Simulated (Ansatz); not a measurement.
Question: Name crystals whose computed values (plane-wave PAW r²SCAN (Ansatz code)) fall in these windows: B₀ by P(V) fit (GPa) 350 to 490; Θ_D (K) 430 to 520; G_Hill (GPa) 240 to 330.

Answer: 

| crystal | B₀ by P(V) fit (GPa) | Θ_D (K) | G_Hill (GPa) |
|---|---|---|---|
| Os, hcp (Mg type) | 427 | 483 | 280 |
Others may fit too.

The cell was relaxed under the symmetry of its start. Rows with no word on spin ran without spin polarisation. Scalar-relativistic: spin–orbit coupling is off unless named, which matters more the heavier the elements.

Potentials: the later of the program's two PAW sets.
